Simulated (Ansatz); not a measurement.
Au (fcc, Cu type)

```
CELL_PARAMETERS angstrom
      4.15726     0.00000     0.00000
      0.00000     4.15726     0.00000
      0.00000     0.00000     4.15726
ATOMIC_POSITIONS crystal
  Au 0.00000 0.00000 0.00000
  Au 0.50000 0.50000 0.00000
  Au 0.50000 0.00000 0.50000
  Au 0.00000 0.50000 0.50000
```

Two-dimensional scan of atom 3 (Au, nearest neighbour Au at 2.940 Å; its periodic images, 4.2 Å or more away, move with it): u runs along (1.000, 0.000, 0.000), v along (0.000, 1.000, 0.000) (Cartesian). Cell and other atoms are fixed.

All values below come from PBE (plane waves to 420 eV, PAW, scalar-relativistic; Ansatz, an electronic-structure program). k mesh 9×9×9 (Γ-centred), Fermi-Dirac smearing 0.05 eV. With partly filled bands, energies and forces of such displacements shift with the k mesh and the smearing. Fu and Fv are the components of the force on the atom. Au was relaxed with its symmetry unable to fall. Spin-orbit coupling is left out, though Au is heavy. The PAW data are Ansatz's earlier set. 

```json
[
 {"Fu (eV/Å)": "v = -0.440", "u = -0.440": "5.21", "u = -0.293": "3.02", "u = -0.147": "?", "u = 0.000": "0.00", "u = 0.147": "?", "u = 0.293": "-3.02", "u = 0.440": "-5.21"},
 {"Fu (eV/Å)": "v = -0.293", "u = -0.440": "3.87", "u = -0.293": "?", "u = -0.147": "1.04", "u = 0.000": "0.00", "u = 0.147": "-1.04", "u = 0.293": "?", "u = 0.440": "-3.87"},
 {"Fu (eV/Å)": "v = -0.147", "u = -0.440": "3.18", "u = -0.293": "1.88", "u = -0.147": "0.86", "u = 0.000": "0.00", "u = 0.147": "-0.86", "u = 0.293": "-1.88", "u = 0.440": "-3.18"},
 {"Fu (eV/Å)": "v = 0.000", "u = -0.440": "?", "u = -0.293": "1.76", "u = -0.147": "0.81", "u = 0.000": "0.00", "u = 0.147": "-0.81", "u = 0.293": "-1.76", "u = 0.440": "?"},
 {"Fu (eV/Å)": "v = 0.147", "u = -0.440": "3.18", "u = -0.293": "1.88", "u = -0.147": "0.86", "u = 0.000": "0.00", "u = 0.147": "-0.86", "u = 0.293": "-1.88", "u = 0.440": "-3.18"},
 {"Fu (eV/Å)": "v = 0.293", "u = -0.440": "3.87", "u = -0.293": "?", "u = -0.147": "1.04", "u = 0.000": "0.00", "u = 0.147": "-1.04", "u = 0.293": "?", "u = 0.440": "-3.87"},
 {"Fu (eV/Å)": "v = 0.440", "u = -0.440": "5.21", "u = -0.293": "3.02", "u = -0.147": "?", "u = 0.000": "0.00", "u = 0.147": "?", "u = 0.293": "-3.02", "u = 0.440": "-5.21"}
]
```

Problem. Fill in the missing entries.

Solution. 
- v = -0.440, u = -0.147: 1.37
- v = -0.440, u = 0.147: -1.37
- v = -0.293, u = -0.293: 2.27
- v = -0.293, u = 0.293: -2.27
- v = 0.000, u = -0.440: 2.97
- v = 0.000, u = 0.440: -2.97
- v = 0.293, u = -0.293: 2.27
- v = 0.293, u = 0.293: -2.27
- v = 0.440, u = -0.147: 1.37
- v = 0.440, u = 0.147: -1.37

(A displaced cell: forces are minus the slopes of the energy, force constants its curvatures, and phonons follow from these.)
